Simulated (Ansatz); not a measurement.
Cu3Pd (Cu3Au type)

```yaml
crystal:
  lattice:
    - [3.65466, 0.00000, 0.00000]
    - [0.00000, 3.65466, 0.00000]
    - [0.00000, 0.00000, 3.65466]
  atoms:
    - { symbol: Cu, position: [0.00000, 0.50000, 0.50000] }
    - { symbol: Cu, position: [0.50000, 0.00000, 0.50000] }
    - { symbol: Cu, position: [0.50000, 0.50000, 0.00000] }
    - { symbol: Pd, position: [0.00000, 0.00000, 0.00000] }
```

The slice is a {100} plane (indices of the conventional cell) through the point (0.500, 0.000, 0.500) (fractional), spanned by u = [100] and v = [010] in vectors of this cell: u (3.65 Å) and v (3.65 Å, at 90° to u). It covers one period; positions are fractions (u, v).

Calculation: PBEsol (plane waves to 420 eV, PAW, scalar-relativistic; Ansatz, a program for electronic structure). k mesh 13×13×13. Near the nuclei the fields are pseudised (PAW); where an atom keeps semicore shells as valence, they peak there. Cu3Pd is run without spin polarisation. Cu3Pd was relaxed with its symmetry unable to fall.

What is the ELF at the midpoint of the shortest Cu–Cu line in this plane (2.58 Å)?

0.21.

What is the valence density on the shortest Cu–Cu line in this plane (2.58 Å), at its midpoint?

0.26 e/Å³.

Predict the map of the valence electron density on the slice.


```
|999988665533221100000000000000000011223355668899|
|888877664433111100000000000000000011113344667788|
|776666443322111100000000000000000011112233446666|
|555544332211111100000000000000000011111122334455|
|333333221111111111111111111111111111111111223333|
|222211111111111111111122222211111111111111111122|
|111111110000111111223333333333221111110000111111|
|000000000000111122334455555544332211110000000000|
|000000000011112233446666776666443322111100000000|
|000000000011113344667788888877664433111100000000|
|000000000011223355668899999988665533221100000000|
|000000000011223355778899999988775533221100000000|
|000000000011223355668899999988665533221100000000|
|000000000011113344667788888877664433111100000000|
|000000000011112233446666776666443322111100000000|
|000000000000111122334455555544332211110000000000|
|111111110000111111223333333333221111110000111111|
|222211111111111111111122222211111111111111111122|
|333333221111111111111111111111111111111111223333|
|555544332211111100000000000000000011111122334455|
|776666443322111100000000000000000011112233446666|
|888877664433111100000000000000000011113344667788|
|999988665533221100000000000000000011223355668899|
|999988775533221100000000000000000011223355778899|
```
Scale: ten equal steps from -0.88 (start of '0') to 1.84 (end of '9'), in the order '0123456789'. Values: log₁₀ of the valence density in e/Å³. The map has 24 points along u (two characters each, u = 0 at the left) and 24 along v (v = 0 in the bottom row). The scale is logarithmic, as a density can span decades between atoms and voids.
